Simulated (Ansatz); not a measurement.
Sc₃SnB (anti-perovskite)

```
CELL_PARAMETERS angstrom
      4.60224     0.00000     0.00000
      0.00000     4.60224     0.00000
      0.00000     0.00000     4.60224
ATOMIC_POSITIONS crystal
  Sc 0.50000 0.00000 0.50000
  Sc 0.00000 0.50000 0.50000
  Sc 0.50000 0.50000 0.00000
  Sn 0.00000 0.00000 0.00000
  B  0.50000 0.50000 0.50000
```

This relaxed cell (volume V₀) is scaled evenly in all directions, its shape held. Symmetry pins the atoms to their sites.

Calculation: PBEsol (plane waves to 420 eV, PAW, scalar-relativistic; Ansatz, a program for electronic structure). k mesh 10×10×10 (Γ-centred), Fermi-Dirac smearing 0.05 eV. E stands for the smeared free energy. Stress and pressure are positive under compression. At this level the bands of Sc3SnB touch or barely overlap. Sc3SnB is run without spin polarisation. Sc3SnB was relaxed with its symmetry unable to fall. ΔE is measured from the relaxed starting cell. The last digit holds for this mesh only.

| V (Å³/atom) | ΔE (meV/atom) |
|---|---|
| 17.546 | 63.9 |
| 17.871 | 43.1 |
| 18.196 | 26.8 |
| 18.521 | 14.7 |
| 18.846 | 6.3 |
| 19.171 | 1.5 |
| 19.496 | 0.0 |
| 19.821 | 1.5 |
| 20.145 | 5.7 |
| 20.470 | 12.5 |
| 20.795 | withheld |
| 21.120 | 32.9 |
| 21.445 | 46.2 |

Q: Fit a third-order Birch-Murnaghan form (E₀, V₀, B₀, B₀′ free) to the given rows and predict ΔE at V = 20.795.

A: Least squares on the 12 given rows: ΔE = E₀ + (9V₀B₀/16)·y²·[2 + (B₀′ − 4)y], y = (V₀/V)^(2/3) − 1, with V₀ = 19.495 Å³/atom, B₀ = 88.64 GPa (160.2 GPa = 1 eV/Å³; the term in eV is multiplied by 1000), B₀′ = 3.86, E₀ = 0.02 meV/atom; root-mean-square residual 0.03 meV/atom. At 20.795 the fit gives 21.6 meV/atom; the calculation gives 21.6 meV/atom, the same to the digits shown. For the pressure the fit gives -5.1 GPa against the computed -5.0 GPa.

(A scan under strain: stresses follow from slopes of the energy per volume, elastic moduli from its curvatures.)
